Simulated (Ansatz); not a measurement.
Relaxed ZnS (zinc blende):

```yaml
crystal:
  lattice:
    - [0.00000, 5.44344, 5.44344]
    - [2.72172, 0.00000, 2.72172]
    - [2.72172, 2.72172, 0.00000]
  atoms:
    - { symbol: S, position: [0.37500, 0.75000, 0.75000] }
    - { symbol: S, position: [0.87500, 0.75000, 0.75000] }
    - { symbol: Zn, position: [0.00000, 0.00000, 0.00000] }
    - { symbol: Zn, position: [0.50000, 0.00000, 0.00000] }
```

In this cell atom 4 (Zn, nearest neighbour S at 2.357 Å; its periodic images, 3.8 Å or more away, move with it) is moved by s towards the nearest neighbour, unit vector (-0.577, 0.577, 0.577); all other atoms and the cell stay fixed.

Calculation: PBE (plane waves to 420 eV, PAW, scalar-relativistic; Ansatz, a first-principles code). k mesh 4×8×8 (Γ-centred), Fermi-Dirac smearing 0.05 eV. Energies are smeared free energies. ZnS was relaxed with its symmetry unable to fall. The zero of ΔE is the undisplaced structure.

| s (Å) | ΔE (meV/cell) |
|---|---|
| -0.470 | 449 |
| -0.376 | 323 |
| -0.282 | 204 |
| -0.188 | 101 |
| -0.094 | 28 |
| 0.000 | 0 |
| 0.094 | 36 |
| 0.188 | 161 |
| 0.282 | 412 |
| 0.376 | withheld |
| 0.470 | 1505 |

Fit a polynomial form (powers 2, 3, 4) to the given rows and predict ΔE at s = 0.376.

Least squares on the 10 given rows: ΔE = (3613)·s² + (5047)·s³ + (3688)·s⁴, in meV/cell with s in Å; root-mean-square residual 5.4 meV/cell. At 0.376 the fit gives 853 meV/cell; the calculation gives 836 meV/cell, so the interpolation is off by 17 (+2.0 %). The quadratic term alone would give 511 meV/cell.

(A displaced cell: forces are minus the slopes of the energy, force constants its curvatures, and phonons follow from these.)
